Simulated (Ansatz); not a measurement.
ScSiO in space group P4/nmm (No. 129; Sc on 2c, Si on 2a, O on 2c) at seven volumes, DFT-r²SCAN in the program Ansatz with PAW potentials, shape and atoms relaxed at each. One row is withheld.

```csv
V (Å³/atom),P (GPa)
12.016,15.96
12.412,9.73
12.808,4.45
13.205,0.00
13.601,-3.77
13.997,-6.91
14.393,?
```

Q: Fit the shown pressures and predict the withheld one.

A: Third-order Birch–Murnaghan: P = (3/2)B₀(x^(7/2) − x^(5/2))[1 + (3/4)(B′ − 4)(x − 1)] with x = (V₀/V)^(2/3). Least squares on the six rows gives V₀ = 13.205 Å³/atom, B₀ = 135.9 GPa, B′ = 4.63. At V = 14.393, x = 0.9442 and P = -9.60 GPa. The run itself gave -9.54 GPa.

The start of the workflow was typed in or built on a structure type; neither database checked (COD, Materials Project) lists it. Whether it is the stable phase at ambient conditions was not checked. Symmetry was held in the r²SCAN relaxation; its stability against distortions is not shown here. The run is not spin-polarised.

Potentials: the earlier of the program's two PAW sets.
